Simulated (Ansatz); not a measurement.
Values for one crystal, relaxed and computed with r²SCAN (plane waves, PAW; program Ansatz); other levels are named.

Volume per atom: 29.00 Å³
Electronic character: metallic (no gap)
Young's modulus: 75.4 GPa
Pressure derivative B′: 3.3
Highest zone-centre frequency: 126 cm⁻¹
Bulk modulus (Birch–Murnaghan fit): 46.4 GPa
Density of states at the Fermi level: 1.7 states/eV per atom (mean over ±0.08 eV)

Task: Which compound is it?
(A) Zr, hcp (Mg type)
(B) Lu, hcp (Mg type)
(C) Ni, fcc (Cu type)
(D) Ce, fcc (Cu type)

Result: B, Lu, hcp (Mg type)

Space group P6_3/mmc (hcp (Mg type)). The cell was relaxed with r²SCAN under the symmetry of its start; of distortions, only those at the zone centre were tested. As this level gives no gap, phonon frequencies hold no LO–TO term and depend on the k-mesh and smearing (Fermi–Dirac, 0.1 eV here). Scalar-relativistic: spin–orbit coupling is off unless named, which matters more the heavier the elements.

Potentials: the later of the program's two PAW sets.
